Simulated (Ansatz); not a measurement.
Te:
```yaml
crystal:
  lattice:
    - [4.62501, 0.00000, 0.00000]
    - [-2.31251, 4.00538, 0.00000]
    - [0.00000, 0.00000, 5.90278]
  atoms:
    - { symbol: Te, position: [0.25327, 0.00000, 0.33333] }
    - { symbol: Te, position: [0.00000, 0.25327, 0.66667] }
    - { symbol: Te, position: [0.74673, 0.74673, 0.00000] }
```

Tensor components refer to the Cartesian frame of this cell.

Q: Give the proper piezoelectric stress tensor with relaxed ions from plane-wave PAW r²SCAN (Ansatz code).

A: In C/m², rows x, y, z, Voigt columns; mesh uncertainty up to 0.03.
```
-0.81   0.81   0.00  -0.17   0.00   0.00
 0.00   0.00   0.00   0.00   0.17   0.81
 0.00   0.00   0.00   0.00   0.00   0.00
```

The elastic tensor of the same run (GPa):

```csv
,1,2,3,4,5,6
1,19.9,5.3,16.4,8.1,0.0,0.0
2,5.3,19.9,16.4,-8.1,0.0,0.0
3,16.4,16.4,59.3,0.0,0.0,0.0
4,8.1,-8.1,0.0,23.0,0.0,0.0
5,0.0,0.0,0.0,0.0,23.0,8.1
6,0.0,0.0,0.0,0.0,8.1,7.3
```

Q: Convert to strain constants d = e·S.

A: In pC/N:
```
-84.5   84.5    0.0   52.1    0.0    0.0
  0.0    0.0    0.0    0.0  -52.1  169.0
  0.0    0.0    0.0    0.0    0.0    0.0
```

Space group P3_121 (trigonal Se type). The cell was relaxed with r²SCAN under the symmetry of its start. A crystal of weakly bound chains computed without a dispersion correction: the cell and the soft elastic constants depend strongly on that. Spin–orbit coupling is left out wherever it is not named.

Potentials: the later of the program's two PAW sets.
